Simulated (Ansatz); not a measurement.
ScPt3 (Cu3Au type, Pm-3m) at seven volumes, r²SCAN (plane waves, PAW; program Ansatz), scaled uniformly. One row is withheld.

| V (Å³/atom) | P (GPa) |
|---|---|
| 14.313 | 26.23 |
| 14.785 | 15.87 |
| 15.257 | 7.21 |
| 15.729 | 0.00 |
| 16.200 | -6.00 |
| 16.672 | ? |
| 17.144 | -15.12 |

### Question
Fit the shown pressures and predict the withheld one.

### Answer
Third-order Birch–Murnaghan: P = (3/2)B₀(x^(7/2) − x^(5/2))[1 + (3/4)(B′ − 4)(x − 1)] with x = (V₀/V)^(2/3). Least squares on the six rows gives V₀ = 15.729 Å³/atom, B₀ = 218.6 GPa, B′ = 5.09. At V = 16.672, x = 0.9619 and P = -10.98 GPa. The run itself gave -10.98 GPa.

The workflow started from an entry of the Crystallography Open Database (COD). Whether it is the stable phase at ambient conditions was not checked. The r²SCAN relaxation kept the symmetry of its start; whether a distortion lowers the energy is not shown. The run is not spin-polarised. Spin–orbit coupling is left out wherever it is not named.

Potentials: the later of the program's two PAW sets.
